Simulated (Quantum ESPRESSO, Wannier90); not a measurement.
# Wannier functions of TiO2 (anatase)

Structure: Materials Project mp-390, symmetrised, not relaxed again. COD (Crystallography Open Database) has the formula in 6 space groups, this one among them (matched by group alone). Level: PBEsol, no spin polarisation, no spin-orbit coupling; pw.x of Quantum ESPRESSO at 68 Ry with PseudoDojo potentials, 8×8×8 k-points, Wannier90. Density: 10×10×10 mesh, cold smearing 0.01 Ry.

On the energy scale of pw.x, whose zero is arbitrary, the valence-band maximum lies at 7.09 eV.

Input w.win:

```
num_bands = 38
num_wann = 24
exclude_bands = 1-12
num_iter = 1000
conv_tol = 1.0e-6
conv_window = 4
dis_num_iter = 1000
dis_conv_tol = 1.0e-6
dis_froz_max = 10.71
write_hr = true
write_u_matrices = true
auto_projections = true
begin unit_cell_cart
ang
    0.0000000000   -3.7825400000    0.0000000000
    3.7825400000    0.0000000000    0.0000000000
   -1.8912700000    1.8912700000    4.8075100000
end unit_cell_cart
begin atoms_frac
Ti   0.0000000000  0.0000000000  0.0000000000
Ti  -0.2500000000  0.2500000000  0.5000000000
O   -0.0428500000  0.4571500000 -0.0857000000
O    0.2071500000  0.2071500000  0.4143000000
O   -0.2071500000 -0.2071500000 -0.4143000000
O   -0.4571500000  0.0428500000  0.0857000000
end atoms_frac
mp_grid = 8 8 8
begin kpoints
0.0000000000 0.0000000000 0.0000000000
0.0000000000 0.0000000000 0.1250000000
0.0000000000 0.0000000000 0.2500000000
... (509 more lines: the 8x8x8 mesh through Gamma)
end kpoints
```

Input of pw2wannier90.x that gives the overlap and projection files (equivalent; here they were cut from one run over all bands):

```
&inputpp
  outdir = './out'
  prefix = 'pwscf'
  seedname = 'w'
  write_amn = .true.
  write_mmn = .true.
  atom_proj = .true.
  atom_proj_exclude = 1 2 3 4 11 12 13 14 21 25 29 33
/
```

Output w.wout (banner and timings cut):

```
                                    ------
                                    SYSTEM
                                    ------

                              Lattice Vectors (Ang)
                    a_1     0.000000  -3.782540   0.000000
                    a_2     3.782540   0.000000   0.000000
                    a_3    -1.891270   1.891270   4.807510

                   Unit Cell Volume:      68.78397  (Ang^3)

                        Reciprocal-Space Vectors (Ang^-1)
                    b_1     0.000000  -1.661102   0.653476
                    b_2     1.661102   0.000000   0.653476
                    b_3    -0.000000   0.000000   1.306952

 *----------------------------------------------------------------------------*
 |   Site       Fractional Coordinate          Cartesian Coordinate (Ang)     |
 +----------------------------------------------------------------------------+
 | ti   1   0.00000   0.00000   0.00000   |    0.00000   0.00000   0.00000    |
 | ti   2  -0.25000   0.25000   0.50000   |    0.00000   1.89127   2.40375    |
 | o    1  -0.04285   0.45715  -0.08570   |    1.89127   0.00000  -0.41200    |
 | o    2   0.20715   0.20715   0.41430   |    0.00000   0.00000   1.99175    |
 | o    3  -0.20715  -0.20715  -0.41430   |    0.00000   0.00000  -1.99175    |
 | o    4  -0.45715   0.04285   0.08570   |    0.00000   1.89127   0.41200    |
 *----------------------------------------------------------------------------*
                                ------------
                                K-POINT GRID
                                ------------

             Grid size =  8 x  8 x  8      Total points =  512

 *---------------------------------- MAIN ------------------------------------*
 |  Number of Wannier Functions               :                24             |
 |  Number of Objective Wannier Functions     :                24             |
 |  Number of input Bloch states              :                38             |
 |  Output verbosity (1=low, 5=high)          :                 1             |
 |  Timing Level (1=low, 5=high)              :                 1             |
 |  Optimisation (0=memory, 3=speed)          :                 3             |
 |  Length Unit                               :               Ang             |
 |  Post-processing setup (write *.nnkp)      :                 F             |
 |  Using Gamma-only branch of algorithms     :                 F             |
 *----------------------------------------------------------------------------*
 *------------------------------- WANNIERISE ---------------------------------*
 |  Total number of iterations                :              1000             |
 |  Number of CG steps before reset           :                 5             |
 |  Trial step length for line search         :             2.000             |
 |  Convergence tolerence                     :         0.100E-05             |
 |  Convergence window                        :                 4             |
 |  Iterations between writing output         :                 1             |
 |  Iterations between backing up to disk     :               100             |
 |  Write r^2_nm to file                      :                 F             |
 |  Write xyz WF centres to file              :                 F             |
 |  Write on-site energies <0n|H|0n> to file  :                 F             |
 |  Use guiding centre to control phases      :                 F             |
 |  Use phases for initial projections        :                 F             |
 *----------------------------------------------------------------------------*
 *------------------------------- DISENTANGLE --------------------------------*
 |  Using band disentanglement                :                 T             |
 |  Total number of iterations                :              1000             |
 |  Mixing ratio                              :             0.500             |
 |  Convergence tolerence                     :         1.000E-06             |
 |  Convergence window                        :                 3             |
 *----------------------------------------------------------------------------*
 *-------------------------------- PLOTTING ----------------------------------*
 |  Plotting Hamiltonian in WF basis          :                 T             |
 *----------------------------------------------------------------------------*

       ... (k-mesh section left out)

 Starting a new Wannier90 calculation ...

 Reading overlaps from w.mmn

 Reading projections from w.amn

 *------------------------------- DISENTANGLE --------------------------------*
 +----------------------------------------------------------------------------+
 |                              Energy  Windows                               |
 |                              ---------------                               |
 |                   Outer:    2.35195  to   31.84922  (eV)                   |
 |                   Inner:    2.35195  to   10.71000  (eV)                   |
 +----------------------------------------------------------------------------+
   Number of target bands to extract:   24

                   Unitarised projection of Wannier functions
                   ------------------------------------------
   A_mn = <psi_m|g_n> --> S = A.A^+ --> U = S^-1/2.A
   In dis_project... done
   Using an inner window (linner = T)
   In dis_proj_froz... done

                   Extraction of optimally-connected subspace
                   ------------------------------------------
 +---------------------------------------------------------------------+<-- DIS
 |  Iter     Omega_I(i-1)      Omega_I(i)      Delta (frac.)           |<-- DIS
 +---------------------------------------------------------------------+<-- DIS
       1      22.07602596      21.50990198       2.632E-02    <-- DIS
       2      21.69974164      21.28183139       1.964E-02    <-- DIS
       3      21.45412111      21.09246291       1.715E-02    <-- DIS
       4      21.24323370      20.93085785       1.492E-02    <-- DIS
       5      21.06187556      20.79031353       1.306E-02    <-- DIS
       6      20.90464317      20.66634481       1.153E-02    <-- DIS
       ... (lines left out)
     101      19.02361933      19.02186525       9.221E-05    <-- DIS
       ... (lines left out)
     201      18.99927098      18.99917156       5.233E-06    <-- DIS
       ... (lines left out)
     301      18.99832090      18.99829300       1.469E-06    <-- DIS
       ... (lines left out)
     341      18.99824247      18.99822349       9.990E-07    <-- DIS
     342      18.99824110      18.99822230       9.897E-07    <-- DIS
     343      18.99823976      18.99822113       9.805E-07    <-- DIS

             <<<      Delta < 1.000E-06  over  3 iterations     >>>
             <<< Disentanglement convergence criteria satisfied >>>

        Final Omega_I    18.99822113 (Ang^2)

 +----------------------------------------------------------------------------+

 Writing checkpoint file w.chk... done

 *------------------------------- WANNIERISE ---------------------------------*
 +--------------------------------------------------------------------+<-- CONV
 | Iter  Delta Spread     RMS Gradient      Spread (Ang^2)            |<-- CONV
 +--------------------------------------------------------------------+<-- CONV

 ------------------------------------------------------------------------------
 Initial State
  WF centre and spread    1  ( -0.000000, -0.000000, -0.000000 )     0.68826820
  WF centre and spread    2  (  0.000000,  0.000000,  0.030338 )     0.77286288
  WF centre and spread    3  (  0.000000,  0.000000, -0.030337 )     0.77287388
  WF centre and spread    4  ( -0.000000, -0.000000, -0.000000 )     0.70529396
  WF centre and spread    5  ( -0.000000, -0.000000, -0.000000 )     0.72992739
  WF centre and spread    6  ( -0.000003, -0.000003,  0.000022 )     2.57309076
  WF centre and spread    7  (  0.000000,  1.891270,  2.403755 )     0.68826820
  WF centre and spread    8  ( -0.000000,  1.891270,  2.373417 )     0.77286288
  WF centre and spread    9  ( -0.000000,  1.891270,  2.434092 )     0.77287388
  WF centre and spread   10  (  0.000000,  1.891270,  2.403755 )     0.70529395
  WF centre and spread   11  (  0.000000,  1.891270,  2.403755 )     0.72992738
  WF centre and spread   12  (  0.000003,  1.891273,  2.403733 )     2.57309075
  WF centre and spread   13  (  1.891270, -0.000000, -0.384733 )     0.66541389
  WF centre and spread   14  (  1.891269,  0.000000, -0.421618 )     0.65759536
  WF centre and spread   15  (  1.891270,  0.000000, -0.422949 )     0.73068457
  WF centre and spread   16  (  0.000000,  0.000000,  2.019024 )     0.66541356
  WF centre and spread   17  ( -0.000000,  0.000000,  1.980802 )     0.73067981
  WF centre and spread   18  ( -0.000000,  0.000001,  1.982138 )     0.65758827
  WF centre and spread   19  (  0.000000,  0.000000, -2.019022 )     0.66541394
  WF centre and spread   20  (  0.000001, -0.000000, -1.982137 )     0.65759535
  WF centre and spread   21  (  0.000000, -0.000000, -1.980806 )     0.73068457
  WF centre and spread   22  ( -0.000000,  1.891270,  0.384731 )     0.66541360
  WF centre and spread   23  (  0.000000,  1.891270,  0.422953 )     0.73067981
  WF centre and spread   24  (  0.000000,  1.891269,  0.421617 )     0.65758825
  Sum of centres and spreads (  5.673810, 17.021430, 14.422530 )    20.69938507

      0     0.207E+02     0.0000000000       20.6993850682  <-- CONV
        O_D=      0.0068137 O_OD=      1.6943502 O_TOT=     20.6993851 <-- SPRD
 ------------------------------------------------------------------------------
      1    -0.675E+00     0.3406319094       20.0243745309  <-- CONV
        O_D=      0.0116581 O_OD=      1.0144953 O_TOT=     20.0243745 <-- SPRD
      2    -0.200E+00     0.2773824877       19.8242122592  <-- CONV
        O_D=      0.0076834 O_OD=      0.8183077 O_TOT=     19.8242123 <-- SPRD
      3    -0.942E-01     0.2482240539       19.7300294001  <-- CONV
        O_D=      0.0065147 O_OD=      0.7252936 O_TOT=     19.7300294 <-- SPRD
      4    -0.582E-01     0.1696930034       19.6718774680  <-- CONV
        O_D=      0.0052392 O_OD=      0.6684172 O_TOT=     19.6718775 <-- SPRD
      5    -0.359E-01     0.1309541270       19.6360273104  <-- CONV
        O_D=      0.0052482 O_OD=      0.6325580 O_TOT=     19.6360273 <-- SPRD
       ... (lines left out)
     38    -0.626E-06     0.0005061845       19.5434853714  <-- CONV
        O_D=      0.0040510 O_OD=      0.5412132 O_TOT=     19.5434854 <-- SPRD
     39    -0.682E-06     0.0005347944       19.5434846892  <-- CONV
        O_D=      0.0040508 O_OD=      0.5412127 O_TOT=     19.5434847 <-- SPRD
     40    -0.559E-06     0.0005154926       19.5434841302  <-- CONV
        O_D=      0.0040506 O_OD=      0.5412124 O_TOT=     19.5434841 <-- SPRD
             <<<     Delta < 1.000E-06  over  4 iterations     >>>
             <<< Wannierisation convergence criteria satisfied >>>
 Final State
  WF centre and spread    1  ( -0.000000, -0.000000, -0.000000 )     0.62368324
  WF centre and spread    2  (  0.000000, -0.000000,  0.035462 )     0.74900479
  WF centre and spread    3  ( -0.000000,  0.000000, -0.035462 )     0.74901416
  WF centre and spread    4  ( -0.000000, -0.000000, -0.000000 )     0.61784067
  WF centre and spread    5  ( -0.000000, -0.000000, -0.000000 )     0.72278318
  WF centre and spread    6  ( -0.000004, -0.000004,  0.000023 )     2.40823419
  WF centre and spread    7  (  0.000000,  1.891270,  2.403755 )     0.62368324
  WF centre and spread    8  ( -0.000000,  1.891270,  2.368293 )     0.74900479
  WF centre and spread    9  (  0.000000,  1.891270,  2.439217 )     0.74901416
  WF centre and spread   10  (  0.000000,  1.891270,  2.403755 )     0.61784067
  WF centre and spread   11  (  0.000000,  1.891270,  2.403755 )     0.72278318
  WF centre and spread   12  (  0.000004,  1.891274,  2.403732 )     2.40823416
  WF centre and spread   13  (  1.891270, -0.000000, -0.381211 )     0.63987724
  WF centre and spread   14  (  1.891269,  0.000000, -0.424389 )     0.61929400
  WF centre and spread   15  (  1.891270,  0.000001, -0.422088 )     0.69142468
  WF centre and spread   16  (  0.000000,  0.000000,  2.022547 )     0.63987676
  WF centre and spread   17  ( -0.000001,  0.000000,  1.981664 )     0.69142021
  WF centre and spread   18  ( -0.000000,  0.000001,  1.979367 )     0.61928894
  WF centre and spread   19  (  0.000000,  0.000000, -2.022544 )     0.63987727
  WF centre and spread   20  (  0.000001, -0.000000, -1.979366 )     0.61929399
  WF centre and spread   21  (  0.000000, -0.000001, -1.981667 )     0.69142468
  WF centre and spread   22  ( -0.000000,  1.891270,  0.381208 )     0.63987678
  WF centre and spread   23  (  0.000001,  1.891270,  0.422091 )     0.69142021
  WF centre and spread   24  (  0.000000,  1.891269,  0.424388 )     0.61928893
  Sum of centres and spreads (  5.673810, 17.021430, 14.422530 )    19.54348413

         Spreads (Ang^2)       Omega I      =    18.998221129
        ================       Omega D      =     0.004050636
                               Omega OD     =     0.541212365
    Final Spread (Ang^2)       Omega Total  =    19.543484130
```
